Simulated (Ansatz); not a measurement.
# Zn₃Se₂S: rattling a relaxed structure

It was reached by relaxing an invented guess, and it needn't be the stable form of this composition.

The calculation used Ansatz, DFT PBE, scalar-relativistic, plane waves, PAW. Cutoff 420 eV; k points 10×10×10 on the computed 6-atom cell (Γ-centred); Gaussian smearing, width 0.02 eV; no spin polarisation.

The cell below (6 atoms, space group I-4m2 (No. 119)) is relaxed within its symmetry.

```
Zn Se S
1.0
    -1.99283    1.99283    8.45190
     1.99283   -1.99283    8.45190
     1.99283    1.99283   -8.45190
Zn Se S
3 2 1
Direct
  0.82750 0.82750 0.00000
  0.50000 0.50000 0.00000
  0.17250 0.17250 0.00000
  0.58621 0.08621 0.50000
  0.91379 0.41379 0.50000
  0.25000 0.75000 0.50000
```

For the test a repeat of it with 12 atoms (edges 3.99, 7.97, 8.91 Å) was strained at random (σ = 1.5 % a component), the atoms were moved at random (σ = 0.15 Å), and all was relaxed again on a coarse 4×2×4 mesh (in the run’s order of axes) with 0.10 eV smearing, with no symmetry imposed.

**Question.** Is the structure stable against such a distortion?

**Answer.** It returns, within 1 meV/atom of the unmoved cell on that mesh and with the same symmetry when read at 0.1 Å (C2 at 0.01 Å, so small strains and shifts remain). No instability shows in this cell; modes of other wave vectors, which need another repeat, aren't tested.
